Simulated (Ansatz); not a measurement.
**Data sheet: NbP (DFT)**

NbP:
```
NbP
1.0
    3.07861     0.00000     0.00000
    0.00000     3.07861     0.00000
    0.00000     0.00000     3.07861
Nb P
1 1
Direct
  0.00000   0.00000   0.00000
  0.50000   0.50000   0.50000
```

Space group Pm-3m (No. 221), CsCl type; conventional cell a = 3.0786 Å, b = 3.0786 Å, c = 3.0786 Å, α = 90.00°, β = 90.00°, γ = 90.00°.

Method: plane-wave PAW PBEsol (Ansatz code). Geometry: relaxed at this level of theory. Other levels are named where they apply.

**Cell and energy**

```
Property                                                       Value
-----------------------------------------------------  -------------
Volume per atom                                             14.59 Å³
Density                                                   7.05 g/cm³
Formation energy from the elements (no fitted shifts)  -0.77 eV/atom
```

**Electronic structure**

```
Item                                                                        Result
------------------------------------  --------------------------------------------
Electronic character                                             metallic (no gap)
Density of states at the Fermi level  0.53 states/eV per atom (mean over ±0.08 eV)
Gap with spin–orbit coupling                                       none (metallic)
```

**Mechanics**

```
Item                                                                          Result
--------------------------------------------  --------------------------------------
Bulk modulus (Birch–Murnaghan fit)                                           207 GPa
Pressure derivative B′                                                           4.3
Elastic constants (relaxed ions, GPa)                C11 = 385, C12 = 121, C44 = 128
Mechanical stability                          stable (all eigenvalues of C positive)
Hill bulk and shear moduli                                           209 and 130 GPa
Young's modulus                                                              322 GPa
Poisson's ratio                                                                 0.24
Debye temperature from the elastic constants                                   580 K
```

**Phonons**

```
Quantity                                        Value
-----------------------------  ----------------------
Highest zone-centre frequency                212 cm⁻¹
Zone-centre stability          no imaginary mode at Γ
```

A made-up cell: these elements were put on the sites of a structure type; neither database checked (COD, Materials Project) lists it. COD files the formula under space group No. 141. Its standing as an ambient phase is unchecked. Symmetry was held in the PBEsol relaxation. No spin polarisation was allowed. As this level gives no gap, shear constants depend on the k-mesh and smearing (Fermi–Dirac, 0.1 eV here). As this level gives no gap, phonon frequencies hold no LO–TO term and depend on the k-mesh and smearing (Fermi–Dirac, 0.1 eV here). The references are the lowest solids computed at this level, not always the standard phases. Scalar-relativistic: spin–orbit coupling is off unless named, which matters more the heavier the elements.

Potentials: the earlier of the program's two PAW sets. The files were generated under PBE; for other functionals the program regenerates the frozen cores, and for LDA and PBEsol the local potential too.
